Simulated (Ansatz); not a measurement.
# Computed properties of PbIBr

PbIBr:
```
PbIBr
1.0
    8.76980     0.00000     0.00000
    0.00000     4.45849     0.00000
    0.00000     0.00000    10.62514
Pb I Br
4 4 4
Direct
  0.15386   0.75000   0.84457
  0.84614   0.25000   0.15543
  0.34614   0.25000   0.34457
  0.65386   0.75000   0.65543
  0.99702   0.25000   0.67232
  0.00298   0.75000   0.32768
  0.50298   0.75000   0.17232
  0.49702   0.25000   0.82768
  0.34201   0.75000   0.55171
  0.65799   0.25000   0.44829
  0.15799   0.25000   0.05171
  0.84201   0.75000   0.94829
```

Space group Pnma (No. 62); conventional cell a = 8.770 Å, b = 4.458 Å, c = 10.625 Å, α = β = γ = 90.00°.

Method: r²SCAN+D4 (plane waves, PAW; program Ansatz). The cell and atoms are relaxed at this level. Other levels are named where they apply.

**Cell and energy**

- Volume per atom = 34.62 Å³
- Density = 6.62 g/cm³
- Formation energy from the elements (no fitted shifts) = -0.90 eV/atom

**Electronic structure**

- Band gap: 2.94 eV (indirect)
- Valence-band maximum: at T (k = 0.000, 0.500, 0.500 in fractions of the reciprocal vectors)
- Conduction-band minimum: off the standard path, at k = (0.135, 0.000, 0.359) in fractions of the reciprocal vectors
- Smallest direct gap on the standard path: 3.08 eV
- Electron effective mass: 0.24, 0.70, 1.7 mₑ (principal values)

**Mechanics**

* **Bulk modulus (Birch–Murnaghan fit)**: 14.6 GPa
* **Pressure derivative B′**: 9.4

**Charges**

Bader charges: Pb +1.14, I -0.52, Br -0.62 e

The first step of the workflow began from a Materials Project structure, measured or hypothetical; the Crystallography Open Database copy checked does not list it. Whether it is the stable phase at ambient conditions was not checked. The cell was relaxed with r²SCAN+D4 under the symmetry of its start; its stability against distortions is not shown here. The references are the lowest solids computed at this level, not always the standard phases. Scalar-relativistic: spin–orbit coupling is off unless named, which matters more the heavier the elements.

Potentials: the later of the program's two PAW sets.
